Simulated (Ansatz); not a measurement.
NaMo₃Se₃:
```
NaMo3Se3
1.0
    8.78192     0.00000     0.00000
   -4.39096     7.60537     0.00000
    0.00000     0.00000     4.48250
Na Mo Se
2 6 6
Direct
  0.33333   0.66667   0.25000
  0.66667   0.33333   0.75000
  0.14640   0.19121   0.25000
  0.85360   0.80879   0.75000
  0.95519   0.14640   0.75000
  0.04481   0.85360   0.25000
  0.80879   0.95519   0.25000
  0.19121   0.04481   0.75000
  0.91087   0.29271   0.25000
  0.08913   0.70729   0.75000
  0.61817   0.91087   0.75000
  0.38183   0.08913   0.25000
  0.70729   0.61817   0.25000
  0.29271   0.38183   0.75000
```

Relaxed with r²SCAN. Special points in fractions of this cell's reciprocal vectors: Γ (0.000, 0.000, 0.000); M (0.500, 0.000, 0.000); K (0.333, 0.333, 0.000); A (0.000, 0.000, 0.500); L (0.500, 0.000, 0.500); H (0.333, 0.333, 0.500).

Q: List the band energies nearest the Fermi level at these points for DFT-r²SCAN in the program Ansatz with PAW potentials.

A: In eV from the Fermi level; about four levels below and three above (degenerate sets whole), none deeper than 8.9 eV; points with the same levels are listed once.

| k | below | above |
|---|---|---|
| Γ | -1.50 -1.50 -1.49 -1.49 -1.20 | 0.34 0.34 1.14 1.14 1.14 1.14 |
| M | -1.49 -1.49 -1.20 -1.11 | 0.35 0.44 0.80 |
| K | -1.49 -1.49 -1.25 -1.25 -1.13 | 0.36 0.36 0.95 0.95 |
| A | -2.14 -2.14 -2.14 -2.14 | 0.03 0.03 1.04 1.04 |
| L | -2.20 -2.20 -2.07 -2.07 | 0.09 0.09 1.23 1.23 |
| H | -2.15 -2.15 -2.05 -2.05 | 0.09 0.09 1.21 1.21 |

Space group P6_3/m. The workflow started from a Materials Project entry (that database holds measured and hypothetical structures alike); the Crystallography Open Database copy checked does not list it. Its standing as an ambient phase is unchecked. The r²SCAN relaxation kept the symmetry of its start; whether a distortion lowers the energy is not shown. The run is not spin-polarised. A small band overlap can be real or an error of a semilocal functional. Spin–orbit coupling is left out wherever it is not named.

Potentials: the later of the program's two PAW sets.
